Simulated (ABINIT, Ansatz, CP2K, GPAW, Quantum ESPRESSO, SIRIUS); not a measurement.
**AlIn: programs and potentials compared**

```
CELL_PARAMETERS angstrom
3.05413 0.00000 0.00000
-1.52707 2.64496 0.00000
0.00000 0.00000 5.82802
ATOMIC_POSITIONS crystal
Al 0.00000 0.00000 0.00000
In 0.00000 0.00000 0.50000
```

The cell comes from a database or a generator and needn't be the stable form of this composition.

Alike in all runs: task single point; functional PBE; k mesh 10 × 10 × 5; occupations fermi-dirac, width 0.05 eV; no spin polarisation; no spin-orbit coupling. Pressure is positive in compression and, in plane waves, holds the error of the finite cutoff, which Ansatz's Pulay term estimates and takes out.

```
                                                      program and potentials  plane-wave cutoff (eV)                             notes  pressure (GPa)
                                       Ansatz, Ansatz PAW (earlier soft set)                     420  Pulay term of +0.02 GPa included           -0.12
                                                    ABINIT, JTH PAW PBE v2.0                     599                                 -           -0.18
                                   Quantum ESPRESSO, SSSP 1.3 efficiency PBE                     748                                 -           -0.17
                 SIRIUS, PseudoDojo 0.4.1 PBE standard (scalar relativistic)                     960                                 -           -0.18
CP2K, POTENTIAL_UZH Al GTH-PBE-q3, In GTH-PBE-q13; TZVP-MOLOPT-PBE-GTH basis                       -                      atomic basis            0.07
                                  GPAW, GPAW PAW data sets (gpaw-data 1.2.1)                     600                                 -           -0.37
```

The pressure spans -0.37 (GPAW, GPAW PAW data sets (gpaw-data 1.2.1)) to 0.07 GPa (CP2K, POTENTIAL_UZH Al GTH-PBE-q3, In GTH-PBE-q13; TZVP-MOLOPT-PBE-GTH basis). Rows in atomic bases carry the error of their basis and grid, which can be large.

The functional is the same throughout but for its coding, so the spread measures potentials, basis and numerics; runs on potential files found faulty are left out.
